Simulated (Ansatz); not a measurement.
HgPd (L1₀ or tetragonal B2, P4/mmm), DFT-PBE in the program Ansatz with PAW potentials, all energies at zero smearing, with the estimated change up to a 700 eV cutoff added, with one set of potentials and settings (totals compare only within such a set). Cell of 2 atoms (1 Hg, 1 Pd): -20786.664 eV.

```
element                reference phase  E (eV/atom)
-------  -----------------------------  -----------
Hg       P6_3/mmc, 2 atoms in the cell  -13813.4607
Pd          Fm-3m, 1 atoms in the cell   -6972.8544
```

Formation energy per atom, worked out: (-20786.664 − 1×(-13813.4607) − 1×(-6972.8544))/2 = -0.174 eV/atom (-17 kJ per mol of atoms), at 0 K, without zero-point energy or fitted corrections.

The workflow started from an entry of the Crystallography Open Database (COD). Whether it is the stable phase at ambient conditions was not checked. The PBE relaxation kept the symmetry of its start; its stability against distortions is not shown here. No spin polarisation was allowed. The references are the lowest solids computed at this level, not always the standard phases. Scalar-relativistic: spin–orbit coupling is off unless named, which matters more the heavier the elements.

Potentials: the later of the program's two PAW sets.
